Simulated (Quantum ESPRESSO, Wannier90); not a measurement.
## Wannierisation of BaNaH$_{6}$Ir (F-43m)

```xyz
9
Lattice="0.0000 3.9226 3.9226 3.9226 0.0000 3.9226 3.9226 3.9226 0.0000" Properties=species:S:1:pos:R:3 pbc="T T T"
Na    -1.9613    -1.9613    -1.9613
Ba     1.9613     1.9613     1.9613
H      1.6869     0.0000     0.0000
H      0.0000     0.0000    -1.6869
H     -1.6869     0.0000     0.0000
H      0.0000     0.0000     1.6869
H      0.0000     1.6869     0.0000
H      0.0000    -1.6869     0.0000
Ir     0.0000     0.0000     0.0000
```

Cell from Materials Project (mp-1182061), symmetrised, no further relaxation. Not found in the COD (Crystallography Open Database) copy used; not checked further. Level: LDA, no spin polarisation, no spin-orbit coupling; pw.x of Quantum ESPRESSO at 71 Ry with PseudoDojo potentials, 4×4×4 k-points, Wannier90. Density: 8×8×8 mesh, cold smearing 0.01 Ry. Spin-orbit coupling is left out although heavy elements are present.

Bands 13-21 form an isolated set from -5.51 to 0.00 eV relative to the valence-band maximum (on the path) and are turned into 9 Wannier functions by minimising the spread from the start: SCDM (isolated).

Centres (Cartesian, Å; one of the equivalent choices) and spreads:

```csv
n,x,y,z,spread (Å²),nearest atom
1,-0.003,0.002,-0.002,1.564,Ir9
2,0.002,0.002,0.003,1.564,Ir9
3,0.001,-0.003,-0.001,1.565,Ir9
4,0.001,0.000,-1.345,1.784,H4
5,1.345,0.000,-0.001,1.784,H3
6,0.000,1.345,0.000,1.785,H7
7,-1.345,0.000,0.001,1.784,H5
8,-0.001,0.000,1.345,1.784,H6
9,0.000,-1.345,0.000,1.784,H8
```

Ω_I = 13.76 Å², Ω_total = 15.40 Å²; the interpolated bands follow pw.x to 1.1 meV rms on the path. It is the lowest total spread that any start reached here.
